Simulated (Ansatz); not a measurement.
MoSi$_{2}$ (MoSi2 type, space group I4/mmm)

```yaml
crystal:
  lattice:
    - [-1.60846, 1.60846, 3.93652]
    - [1.60846, -1.60846, 3.93652]
    - [1.60846, 1.60846, -3.93652]
  atoms:
    - { symbol: Mo, position: [0.00000, 0.00000, 0.00000] }
    - { symbol: Si, position: [0.33511, 0.33511, 0.00000] }
    - { symbol: Si, position: [0.66489, 0.66489, 0.00000] }
```

The slice is a (100) plane (indices of the conventional cell) through the point (0.000, 0.000, 0.000) (fractional), spanned by u = [101] and v = [110] in vectors of this cell: u (3.22 Å) and v (7.87 Å, at 90° to u). It covers one period; positions are fractions (u, v).

All values below come from PBE (plane waves to 420 eV, PAW, scalar-relativistic; Ansatz, a quantum-chemistry and plane-wave program). k mesh 20×20×20. These are valence fields of a PAW run, semicore shells included where kept as valence: close to a nucleus they are smooth pseudo fields. MoSi2 is run without spin polarisation. MoSi2 was relaxed with its symmetry unable to fall.

Problem. The ELF has a maximum in the middle third of the Si–Si line. Where, and how high?

Solution. 0.51, 1.0 Å from Si.

Problem. What is the valence density on the shortest Si–Si line in this plane (2.60 Å), at its midpoint?

Solution. 0.33 e/Å³.

Problem. What is the ELF at the midpoint of the shortest Si–Si line in this plane (2.60 Å)?

Solution. 0.47.

Problem. Sketch the electrostatic potential energy of an electron, from the cell's mean on this plane as a map.

Solution. 
```
|xxxxxxxx  ==%%%%==  xxxxxx|
|xxxxxxxx  **@@@@**  xxxxxx|
|xxxxxx  ==%%@@@@%%==  xxxx|
|xx    ==##@@@@@@@@##==    |
|::--++##@@@@@@@@@@@@##++--|
|--==**%%@@@@@@@@@@@@%%**==|
|xxxx..++%%@@@@@@@@%%++..xx|
|xxxxxx  ++%%@@@@%%++  xxxx|
|xxxxxxxx::##@@@@##::xxxxxx|
|xxxxxxxx  **@@@@**  xxxxxx|
|xxxxxxxxxx**@@@@**xxxxxxxx|
|xxxxxxxx..##@@@@##..xxxxxx|
|xxxxxxxx==%%@@@@%%==xxxxxx|
|xxxxxx--##%%@@@@%%##--xxxx|
|  ..==##%%@@@@@@@@%%##==..|
|==++**%%%%@@%%%%@@%%%%**++|
|  ..==##%%@@@@@@@@%%##==..|
|xxxxxx--##%%@@@@%%##--xxxx|
|xxxxxxxx==%%@@@@%%==xxxxxx|
|xxxxxxxx..##@@@@##..xxxxxx|
|xxxxxxxxxx**@@@@**xxxxxxxx|
|xxxxxxxx  **@@@@**  xxxxxx|
|xxxxxxxx::##@@@@##::xxxxxx|
|xxxxxx  ++%%@@@@%%++  xxxx|
|xxxx..++%%@@@@@@@@%%++..xx|
|--==**%%@@@@@@@@@@@@%%**==|
|::--++##@@@@@@@@@@@@##++--|
|xx    ==##@@@@@@@@##==    |
|xxxxxx  ==%%@@@@%%==  xxxx|
|xxxxxxxx  **@@@@**  xxxxxx|
|xxxxxxxx  ==%%%%==  xxxxxx|
|xxxxxxxxxx==%%%%==xxxxxxxx|
```
Scale: ten equal steps from 4.00 (start of ' ') to 12.59 (end of '@'), in the order ' .:-=+*#%@'. Values: electrostatic potential energy of an electron, from the cell's mean, in eV. The map has 13 points along u (two characters each, u = 0 at the left) and 32 along v (v = 0 in the bottom row). Points within 1 Å of a nucleus are blanked (x), as the pseudised field means little there. Values under 4 eV are set to 4. The zero, the cell's mean, hangs on the PAW cores.
